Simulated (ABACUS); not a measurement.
ABACUS run on In₂Se₃ (P-1, 5 atoms in the cell; from Materials Project mp-1017565, changed as shown): self-consistent single point.

Computed with PBEsol, numerical atomic orbitals TZDP (confined pseudo-atomic orbitals with Gaussian additions; energy shift 0.01 Ry), PseudoDojo 0.4 standard norm-conserving PBEsol (tails mended) pseudopotentials (ABACUS).

The change in words: lattice scaled by 0.98. Reference geometry (P-1):
```
CELL_PARAMETERS angstrom
      4.00841     0.00000     0.00000
      2.00258     3.47262     0.00000
      0.01658     0.02857     9.94595
ATOMIC_POSITIONS crystal
  In 0.33315 0.33417 0.81037
  In 0.66685 0.66583 0.18963
  Se 0.00000 0.00000 0.00000
  Se 0.33344 0.33118 0.32365
  Se 0.66656 0.66882 0.67635
```

Reference input (self-consistent single point, DFT, PBEsol, numerical atomic orbitals TZDP (confined pseudo-atomic orbitals with Gaussian additions; energy shift 0.01 Ry), PseudoDojo 0.4 standard norm-conserving PBEsol (tails mended) pseudopotentials): basis = TZDP numerical atomic orbitals, energy shift 0.01 Ry; KPT = Gamma 6 6 2 0 0 0; basis_type = lcao; dft_functional = PBESOL; ecutwfc = 100 Ry; smearing_method = fd; smearing_sigma = 0.00367493 Ry; potentials = PseudoDojo 0.4 standard norm-conserving PBEsol (tails mended); symmetry = 1; symmetry_prec = 1e-05; ks_solver = genelpa; scf_nmax = 100. This run's input differs from it in these lines:

```diff
@@ -32,8 +32,8 @@
 LATTICE_CONSTANT
-7.57479
+7.423294
 
 LATTICE_VECTORS
-   0.9999999388    0.0000000000    0.0000000000
-   0.4995958187    0.8663338463    0.0000000000
-   0.0041355589    0.0071282695    2.4812724537
+   0.9999999963    0.0000000000    0.0000000000
+   0.4995957456    0.8663339613    0.0000000000
+   0.0041354419    0.0071283868    2.4812725104
 
@@ -45,4 +45,4 @@
 2
-   3.8135374727    2.2366788189   15.2309995871 1 1 1
-   7.5769114654    4.3796132811    3.5641181827 1 1 1
+   3.7372658797    2.1919461743   14.9263795341 1 1 1
+   7.4253727946    4.2920216333    3.4928358047 1 1 1
 
@@ -52,4 +52,4 @@
    0.0000000000    0.0000000000    0.0000000000 1 1 1
-   3.7891720190    2.1907770342    6.0830398662 1 1 1
-   7.6012769191    4.4255150658   12.7120779036 1 1 1
+   3.7133881601    2.1469620002    5.9613790444 1 1 1
+   7.4492505143    4.3370058074   12.4578362944 1 1 1
 # file: KPT
```

Output, abridged:

```
 SELF-CONSISTENT
 -------------------------------------------

                  longest orb rcut (Bohr) = 8.3
   longest nonlocal projector rcut (Bohr) = 2.42
                     search radius (Bohr) = 21.4

                          real space grid = [ 48, 48, 120 ]

                                 init_chg = atomic

 LCAO ALGORITHM --------------- ION=   1  ELEC=   1--------------------------------

 Density error is 0.0367466498794
 E_KohnSham     -991.9714582586      -13496.4640856857
 E_Fermi        0.5781894031         7.8666704059

 LCAO ALGORITHM --------------- ION=   1  ELEC=   2--------------------------------

   [... lines left out ...]

   [... 8 blocks of this kind left out ...]

 LCAO ALGORITHM --------------- ION=   1  ELEC=  11--------------------------------

 Density error is 3.34391980696e-07
 E_KohnSham     -991.9810212271      -13496.5941965474
 E_Fermi        0.5934087113         8.0737397168

 LCAO ALGORITHM --------------- ION=   1  ELEC=  12--------------------------------

 Density error is 6.18656091099e-08
 E_KohnSham     -991.9810212271      -13496.5941965475
 E_KS(sigma->0) -991.9808031523      -13496.5912294872
 E_entropy(-TS) -0.0004361497        -0.0059341206
 E_Fermi        0.5934087464         8.0737401945
 charge density convergence is achieved
 final etot is -13496.594197 eV
 EFERMI = 8.0737401945 eV

 STATE ENERGY(eV) AND OCCUPATIONS    NSPIN == 1
   [... 44 lines left out ...]

 TOTAL-FORCE (eV/Angstrom)
                       In1         0.0031952092         0.0043264394         0.2148915839
                       In2        -0.0031952092        -0.0043264394        -0.2148915839
                       Se1         0.0000000000         0.0000000000         0.0000000000
                       Se2         0.0015630780         0.0022912692         0.3789672827
                       Se3        -0.0015630780        -0.0022912692        -0.3789672827

 TOTAL-STRESS (KBAR)
        15.2335583519         0.0632023604        -0.0324276954
         0.0632023604        15.2022293390        -0.0378964585
        -0.0324276954        -0.0378964585         8.1203825108
 TOTAL-PRESSURE: 12.852057 KBAR

 --------------------------------------------
 !FINAL_ETOT_IS -13496.5941965475067263 eV
 --------------------------------------------
```

The run converged in 12 iterations. Against the reference run the free energy goes down by 6.7 meV/atom, the pressure goes from -2.40 to 1.29 GPa, the largest force goes from 0.140 to 0.379 eV/Å and the gap on the mesh goes from 0.200 to 0.186 eV.

The atom-centred basis is finite, which shifts total energies, pressures, gaps and forces against plane waves. The structure comes from a collection of computed structures, made at another level of theory; the collection holds predicted forms beside known ones. Its lattice was then scaled.

Cost on one core: roughly 100 core-seconds.

The atomic orbitals were generated for these runs; they are not ABACUS's published sets and were checked against plane waves on a few crystals only.

“Tails mended”: in these copies of the files the far tail of each local potential was reset to the Coulomb form.
